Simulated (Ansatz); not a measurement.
The cell below belongs to a search over invented structures; it isn't taken from experiment.

Input and command of a plane-wave DFT calculation in Ansatz:

```yaml
crystal:
  lattice:
    - [2.1639403703, -6.5179158405, 0.0]
    - [2.1639403703, 6.5179158405, 0.0]
    - [0.0, 0.0, 4.001927959]
  atoms:
    - { symbol: Ba, position: [0.0, 0.0, 0.0] }
    - { symbol: Hf, position: [0.3344441281, 0.6655558719, 0.5] }
    - { symbol: Hf, position: [0.6655558719, 0.3344441281, 0.5] }
    - { symbol: O, position: [0.1695871456, 0.8304128544, 0.5] }
    - { symbol: O, position: [0.3657554709, 0.6342445291, 0.0] }
    - { symbol: O, position: [0.8304128544, 0.1695871456, 0.5] }
    - { symbol: O, position: [0.6342445291, 0.3657554709, 0.0] }
basis:
  ecutwfc: 420
kpoints:
  mp_grid: { grid: [8, 8, 8] }
hamiltonian:
  xc: pbe
scf:
  occupations: { method: gaussian, width: 0.1 }
output:
  forces: true
  stress: true
  eigenvalues: true
relax:
  adjacent_minimum: "off"
  f_tol: 0.01
  max_steps: 80
  cell: { stress_tol: 0.05 }
```

```bash
ansatz run input.yaml --threads 1 --pin off --max-ram 2560MiB --backend cpu --events-out ev --progress --plain --runs-dir out
```

Processor: Intel(R) Xeon(R) Platinum 8259CL CPU @ 2.50GHz (Skylake/Cascade Lake), 1 thread, on a host shared with other jobs.

Problem. Estimate time, memory and problem size.

Solution. About 4.9 min, peak memory 0.79 GiB. It solves 52 bands at 105 k points (after reduction by symmetry) with about 2203 plane waves (on the last cell), in 41 SCF iterations over 6 ionic steps.
